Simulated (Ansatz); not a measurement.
The relaxed structure here is a generated cell of RbHgCl3: the first start was made by placing the elements on the sites of a structure type, and the end was not matched to a known phase here, so it may be hypothetical.

One stationary structure of RbHgCl₃. Space group Pnma (No. 62). Computed with r2SCAN (plane waves to 500 eV, PAW, scalar-relativistic; Ansatz, a quantum-chemistry and plane-wave program).

```xyz
20
Lattice="7.9366 0.0000 0.0000 0.0000 11.0778 0.0000 0.0000 0.0000 6.8201" Properties=species:S:1:pos:R:3 pbc="T T T"
Rb     3.2156     2.7694     6.5952
Rb     7.1838     2.7694     3.6350
Rb     4.7210     8.3083     0.2250
Rb     0.7527     8.3083     3.1851
Hg     0.0000     0.0000     0.0000
Hg     3.9683     5.5389     3.4101
Hg     0.0000     5.5389     0.0000
Hg     3.9683     0.0000     3.4101
Cl     7.8497     2.7694     0.3700
Cl     3.8814     2.7694     3.0401
Cl     0.0869     8.3083     6.4501
Cl     4.0552     8.3083     3.7801
Cl     2.6634     5.8872     1.3968
Cl     6.6317    10.7295     2.0132
Cl     5.2732     0.3483     5.4233
Cl     1.3049     5.1906     4.8069
Cl     5.2732     5.1906     5.4233
Cl     1.3049     0.3483     4.8069
Cl     2.6634    10.7295     1.3968
Cl     6.6317     5.8872     2.0132
```

Question: Give the band gap at the level r2SCAN.

Answer: 1.77 eV, direct at Γ (no spin-orbit coupling).

No spin polarisation in the result. Without spin-orbit coupling the bands of the heavy element are not split, so the gap can be far off.

The run could not lose the symmetry of its start: the end is stationary, and may be a saddle point rather than a minimum.
